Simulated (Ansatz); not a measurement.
Nb₅SiSn₂ in space group I4/mcm (No. 140; Nb on 16k, Nb on 4b, Si on 4a, Sn on 8h), PBE in the plane-wave PAW code Ansatz, all energies at zero smearing, with the estimated change up to a 700 eV cutoff added, with one set of potentials and settings (totals compare only within such a set). Cell of 16 atoms (10 Nb, 2 Si, 4 Sn): -70896.747 eV.

| element | reference phase | E (eV/atom) |
|---|---|---|
| Nb | Im-3m, 1 atoms in the cell | -4552.2836 |
| Si | Fd-3m, 2 atoms in the cell | -635.8096 |
| Sn | Fd-3m, 2 atoms in the cell | -6024.2128 |

Formation energy per atom, worked out: (-70896.747 − 10×(-4552.2836) − 2×(-635.8096) − 4×(-6024.2128))/16 = -0.340 eV/atom (-33 kJ per mol of atoms), at 0 K, without zero-point energy or fitted corrections.

The workflow started from a Materials Project entry (that database holds measured and hypothetical structures alike); the Crystallography Open Database files this formula in space group No. 140, but the cells were not matched. Its standing as an ambient phase is unchecked. Symmetry was held in the PBE relaxation; its stability against distortions is not shown here. No spin polarisation was allowed. The references are the lowest solids computed at this level, not always the standard phases. Scalar-relativistic: spin–orbit coupling is off unless named, which matters more the heavier the elements.

Potentials: the later of the program's two PAW sets.
